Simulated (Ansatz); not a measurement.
Relaxed CaO (rock salt):

```
CaO
1.0
    0.00000     2.41535     2.41535
    2.41535     0.00000     2.41535
    2.41535     2.41535     0.00000
O Ca
1 1
Cartesian
  0.00000   0.00000   0.00000
  2.41535   2.41535   2.41535
```

These are PBE (plane waves to 420 eV, PAW, scalar-relativistic; Ansatz, a first-principles code) values and carry that method's errors. k mesh 10×10×10 (Γ-centred), Fermi-Dirac smearing 0.05 eV. CaO was relaxed with its symmetry unable to fall.

One atom of the cell was then moved (with its periodic images), all else fixed, and the forces (eV/Å) came out as:

```tsv
atom	Fx	Fy	Fz
O1	-1.201	-1.201	-1.201
Ca2	1.201	1.201	1.201
```

With two atoms only their relative shift counts; take O1 as fixed.

Problem. Which atom was moved, and by which vector (Å)?

Solution. Ca2, by (-0.42, -0.42, -0.42), 0.72 Å in all.

(For displaced atoms, the force is minus the slope of the energy, and its curvature is a force constant, which sets phonon frequencies.)
